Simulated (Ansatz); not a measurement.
Input and command of a calculation in Ansatz (plane waves; scalar-relativistic PAW potentials unless the input names others):

```yaml
crystal:
  lattice:
    - [0.0, 1.9197, 1.9197]
    - [1.9197, 0.0, 1.9197]
    - [1.9197, 1.9197, 0.0]
  atoms:
    - { symbol: Ir, position: [0.0, 0.0, 0.0] }
basis:
  ecutwfc: 420
  ecutrho_ratio: 8
kpoints:
  mp_grid: { grid: [24, 24, 24] }
hamiltonian:
  xc: pbe
scf:
  occupations: { method: gaussian, width: 0.15 }
  mixing: { algorithm: msr1, beta: 0.1 }
output:
  forces: true
  eigenvalues: true
  stress: true
```

```bash
ansatz run input.yaml --threads 1 --pin off --max-ram 1228MiB --backend cpu --events-out ev --progress --plain --runs-dir out
```

Abridged log:
```
Basis set: ecut = 420 eV, 283 PW (Γ), exchange–correlation on 54×54×54 points (8 copies of the dense FFT grid, shifted against one another)
Bands: 13, of which v1, the nominal top of the filled ones, is band 9 counted from 1 (8 counted from 0)
Symmetry: 48 space group operations
k-points: 413 of 13824
SCF iter   1: F=—  HF=-11935.303823 eV  |F-HF|=—  |Δ(HF+E_count)|=         —  Δρ=4.31e-3  dr2=3.40e-4  ethr=1.77e-3  ⟨swp⟩=5.0  Hψ=25979  notcnv=0
SCF iter   2: F=—  HF=-11935.303874 eV  |F-HF|=—  |Δ(HF+E_count)|=   5.06e-5  Δρ=3.87e-3  dr2=2.52e-4  ethr=2.00e-6  ⟨swp⟩=2.0  Hψ=10535  notcnv=0
SCF iter   3: F=—  HF=-11935.304611 eV  |F-HF|=—  |Δ(HF+E_count)|=   7.37e-4  Δρ=1.58e-3  dr2=8.13e-5  ethr=1.48e-6  ⟨swp⟩=2.2  Hψ=6717  notcnv=0
SCF iter   4: F=—  HF=-11935.304727 eV  |F-HF|=—  |Δ(HF+E_count)|=   1.16e-4  Δρ=5.03e-4  dr2=2.72e-5  ethr=4.79e-7  ⟨swp⟩=2.2  Hψ=6771  notcnv=0
SCF iter   5: F=—  HF=-11935.304720 eV  |F-HF|=—  |Δ(HF+E_count)|=   6.14e-6  Δρ=3.20e-4  dr2=9.52e-6  ethr=1.60e-7  ⟨swp⟩=1.0  Hψ=5241  notcnv=0
SCF iter   6: F=—  HF=-11935.304718 eV  |F-HF|=—  |Δ(HF+E_count)|=   2.89e-6  Δρ=1.19e-4  dr2=1.32e-6  ethr=5.60e-8  ⟨swp⟩=1.0  Hψ=5268  notcnv=0
SCF iter   7: F=-11935.304717 eV  HF=-11935.304717 eV  |F-HF|=8.12e-9  |Δ(HF+E_count)|=   4.81e-7  Δρ=1.18e-5  dr2=1.49e-8  ethr=5.88e-10  ⟨swp⟩=3.8  Hψ=20149  notcnv=0
SCF 1 converged in 7 iterations: F = -11935.304717 eV  dr2 = 1.49e-8
SCF converged after 7 iterations
Free energy (F): -11935.304717 eV
Harris-Foulkes:  -11935.304717 eV  (|F-HF|=8.12e-9)
Internal energy: -11935.294377 eV  (E = F + TS)
E sigma→0 (E₀):  -11935.299547 eV
Entropy (-TS):   -0.010340 eV (-10.340 meV/atom)
Fermi energy:    25.824961 eV
--- Forces (eV/Å), atoms counted from 1 ---
  atom   1  Ir     0.00000000     0.00000000     0.00000000
--- Stress (GPa, compression-positive) ---
        9.075976       0.000000       0.000000
        0.000000       9.075976       0.000000
        0.000000       0.000000       9.075976
  P = ⅓ Tr σ = 9.0760 GPa (90.760 kbar)
```

Apart from outputs and empty bands, the input differs from a reference run on usual settings in scf.mixing.algorithm: not typed → "msr1"; scf.mixing.beta: not typed → 0.1; basis.ecutrho_ratio: not typed → 8. The reference, at the same geometry (not necessarily relaxed), gave pressure 9.08 GPa, largest force 0.000 eV/Å, no gap on the mesh. This run converged in 7 SCF iterations (reference: 6) with an energy at zero smearing within 0.01 meV/atom of the reference's, pressure 9.08 GPa, largest force 0.000 eV/Å, no gap on the mesh.